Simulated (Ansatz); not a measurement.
**NbZn$_{3}$: stiffness from a series of strains**

```
CELL_PARAMETERS angstrom
3.93400 0.00000 0.00000
0.00000 3.93400 0.00000
0.00000 0.00000 3.93400
ATOMIC_POSITIONS crystal
Nb 0.00000 0.00000 0.00000
Zn 0.00000 0.50000 0.50000
Zn 0.50000 0.00000 0.50000
Zn 0.50000 0.50000 0.00000
```

Atoms are numbered in the order listed.

The cell comes from COD entry 2310977, which wasn't checked; take it as a given geometry.

Spin polarisation is left out, and whether a magnetic state lies lower isn't shown here.

All numbers below come from DFT, PBEsol, all-electron LAPW, scalar-relativistic (Ansatz 0.2.0).

Numerical set-up: a Γ-centred 10×10×10 k mesh, Fermi–Dirac smearing of 0.05 eV, basis error target 1 meV/atom, no spin polarisation.

The strain is applied along the Cartesian axes of the cell as listed (the other components stay zero). Fractional coordinates are held (clamped ions).

σ is the change of stress from the unstrained cell, which is at -5.44 GPa; tension is positive, so slopes are stress–strain coefficients at that pressure. In a metal the k mesh adds noise.

Only quantities that a quadratic follows smoothly over the whole series are listed; rougher ones are left out.

```
εxx = εyy  σzz (GPa)  σxx (GPa)
  -0.0200      -3.44      -5.92
  -0.0100      -1.62      -2.79
   0.0000       0.00       0.00
   0.0200       2.73       4.73
```

Fit the series and read off the stiffness at zero strain.

Least-squares fits y = p0 + p1 x + p2 x² to the rows give σzz (GPa): p1 = 154, p2 = -900; σxx (GPa): p1 = 266, p2 = -1500. So 2 C12 = 154 GPa and C11 + C12 = 266 GPa.

One run, at εxx = εyy = 0.0100, is withheld. Predict its row.

The fits give 1.46, 2.52; the run gave 1.43, 2.50.
